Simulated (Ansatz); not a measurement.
Band table of CdF$_{2}$

```xyz
3
Lattice="0.0000 2.5519 2.5519 2.5519 0.0000 2.5519 2.5519 2.5519 0.0000" Properties=species:S:1:pos:R:3 pbc="T T T"
Cd    0.0000    0.0000    0.0000
F     1.2760    1.2760    1.2760
F     3.8279    3.8279    3.8279
```

The base volume is that of a database entry, so it needn't be at zero pressure; the structure needn't be the stable phase, at rest or compressed.

Level of theory: DFT with LDA, scalar-relativistic, in Ansatz 0.2.0; a Γ-centred 9×9×9 k mesh, Fermi–Dirac smearing of 0.03 eV, no spin polarisation. LAPW: all electrons, basis error target 1 meV/atom.

This run: volume at 0.85 of the series' base cell.

Path points, in fractions of the reciprocal vectors: Γ (0.000, 0.000, 0.000), X (0.500, 0.000, 0.500), U (0.625, 0.250, 0.625), K (0.375, 0.375, 0.750), L (0.500, 0.500, 0.500), W (0.500, 0.250, 0.750). The distance column jumps between branches of the path. Levels in eV from the valence-band top; bands 10 to 23, counted from the lowest band of the run. The gap is 3.38 eV, the pressure 18.66 GPa.

```
# k(1/Å) point b10 b11 b12 b13 b14 b15 b16 b17 b18 b19 b20 b21 b22 b23
0.000 Γ -21.57 -19.84 -6.43 -6.43 -6.43 -4.30 -4.30 -1.53 -1.53 -1.53 -0.22 -0.22 -0.22 3.38
0.205 - -21.53 -19.88 -6.38 -6.38 -6.28 -4.38 -4.28 -1.83 -1.60 -1.60 -0.28 -0.28 -0.25 3.78
0.410 - -21.40 -20.00 -6.22 -6.22 -5.85 -4.67 -4.25 -2.41 -1.85 -1.85 -0.36 -0.36 -0.33 4.71
0.616 - -21.21 -20.16 -5.96 -5.96 -5.24 -5.21 -4.20 -2.85 -2.35 -2.35 -0.46 -0.34 -0.34 5.87
0.821 - -21.02 -20.30 -5.83 -5.60 -5.60 -4.57 -4.15 -3.09 -3.00 -3.00 -0.65 -0.24 -0.24 7.15
1.026 - -20.87 -20.41 -6.30 -5.15 -5.15 -4.11 -4.01 -3.66 -3.66 -3.20 -0.85 -0.15 -0.15 8.42
1.231 X -20.81 -20.44 -6.48 -4.83 -4.83 -4.10 -4.06 -4.06 -3.78 -3.24 -0.94 -0.11 -0.11 9.07
1.304 - -20.81 -20.45 -6.46 -4.83 -4.82 -4.21 -4.15 -3.94 -3.71 -3.22 -0.95 -0.14 -0.12 9.07
1.376 - -20.80 -20.46 -6.43 -4.85 -4.79 -4.32 -4.31 -3.80 -3.62 -3.16 -0.96 -0.21 -0.13 9.08
1.449 - -20.79 -20.47 -6.37 -4.88 -4.75 -4.48 -4.42 -3.65 -3.58 -3.04 -1.01 -0.32 -0.14 9.09
1.521 - -20.76 -20.50 -6.30 -4.93 -4.70 -4.63 -4.52 -3.59 -3.50 -2.88 -1.09 -0.42 -0.16 9.10
1.594 - -20.74 -20.53 -6.21 -4.98 -4.75 -4.63 -4.59 -3.63 -3.34 -2.71 -1.23 -0.51 -0.18 9.09
1.666 U -20.71 -20.57 -6.12 -5.05 -4.84 -4.66 -4.55 -3.68 -3.18 -2.54 -1.44 -0.55 -0.20 9.04
2.420 K -20.71 -20.57 -6.12 -5.05 -4.84 -4.66 -4.55 -3.68 -3.18 -2.54 -1.44 -0.55 -0.20 9.04
2.638 - -20.72 -20.57 -5.95 -5.31 -4.77 -4.76 -4.35 -3.91 -2.70 -2.16 -2.06 -0.57 -0.25 8.59
2.855 - -20.93 -20.40 -5.98 -5.62 -4.77 -4.50 -4.21 -4.13 -2.50 -2.27 -1.60 -0.56 -0.28 7.56
3.073 - -21.16 -20.21 -6.09 -5.93 -5.13 -4.66 -4.29 -3.45 -2.24 -1.92 -1.12 -0.53 -0.28 6.24
3.291 - -21.37 -20.02 -6.24 -6.19 -5.80 -4.50 -4.32 -2.64 -1.85 -1.68 -0.65 -0.45 -0.25 4.91
3.508 - -21.52 -19.89 -6.37 -6.37 -6.26 -4.36 -4.31 -1.89 -1.60 -1.57 -0.32 -0.31 -0.23 3.83
3.726 Γ -21.57 -19.84 -6.43 -6.43 -6.43 -4.30 -4.30 -1.53 -1.53 -1.53 -0.22 -0.22 -0.22 3.38
3.904 - -21.54 -19.87 -6.39 -6.39 -6.32 -4.32 -4.32 -1.78 -1.56 -1.56 -0.31 -0.24 -0.24 3.69
4.081 - -21.44 -19.97 -6.28 -6.28 -6.00 -4.37 -4.37 -2.34 -1.67 -1.67 -0.65 -0.28 -0.28 4.48
4.259 - -21.28 -20.11 -6.13 -6.13 -5.52 -4.40 -4.40 -2.93 -1.90 -1.90 -1.20 -0.29 -0.29 5.51
4.437 - -21.10 -20.28 -6.00 -6.00 -4.93 -4.36 -4.36 -3.41 -2.21 -2.21 -1.89 -0.27 -0.27 6.62
4.614 - -20.90 -20.46 -5.92 -5.92 -4.33 -4.25 -4.25 -3.65 -2.61 -2.51 -2.51 -0.25 -0.25 7.62
4.792 L -20.75 -20.60 -5.89 -5.89 -4.19 -4.19 -4.10 -3.41 -3.21 -2.64 -2.64 -0.24 -0.24 8.20
4.937 - -20.74 -20.60 -5.89 -5.85 -4.24 -4.24 -4.13 -3.58 -3.12 -2.65 -2.44 -0.28 -0.24 8.25
5.082 - -20.72 -20.61 -5.88 -5.73 -4.48 -4.35 -4.16 -3.76 -2.90 -2.69 -2.12 -0.40 -0.24 8.39
5.227 - -20.69 -20.62 -5.87 -5.56 -4.81 -4.47 -4.23 -3.81 -2.75 -2.59 -1.91 -0.57 -0.20 8.61
5.372 - -20.66 -20.63 -5.84 -5.40 -5.06 -4.58 -4.35 -3.80 -2.80 -2.28 -1.84 -0.77 -0.11 8.87
5.517 - -20.64 -20.63 -5.82 -5.43 -4.98 -4.66 -4.52 -3.77 -2.85 -2.00 -1.85 -0.97 -0.03 9.10
5.663 W -20.63 -20.63 -5.81 -5.48 -4.81 -4.68 -4.68 -3.76 -2.87 -1.87 -1.87 -1.07 0.00 9.20
5.765 - -20.68 -20.58 -5.93 -5.33 -4.81 -4.73 -4.62 -3.76 -2.89 -2.29 -1.44 -1.06 -0.01 9.19
5.868 - -20.72 -20.54 -6.11 -5.08 -4.82 -4.77 -4.54 -3.77 -2.94 -2.69 -1.04 -1.03 -0.03 9.16
5.970 - -20.76 -20.50 -6.27 -4.82 -4.81 -4.80 -4.43 -3.80 -3.05 -3.03 -1.01 -0.67 -0.05 9.13
6.073 - -20.79 -20.47 -6.38 -4.82 -4.81 -4.54 -4.31 -3.84 -3.37 -3.12 -0.98 -0.37 -0.08 9.10
6.175 - -20.81 -20.45 -6.45 -4.83 -4.82 -4.29 -4.16 -3.93 -3.64 -3.21 -0.95 -0.18 -0.11 9.07
6.278 X -20.81 -20.44 -6.48 -4.83 -4.83 -4.10 -4.06 -4.06 -3.78 -3.24 -0.94 -0.11 -0.11 9.07
```
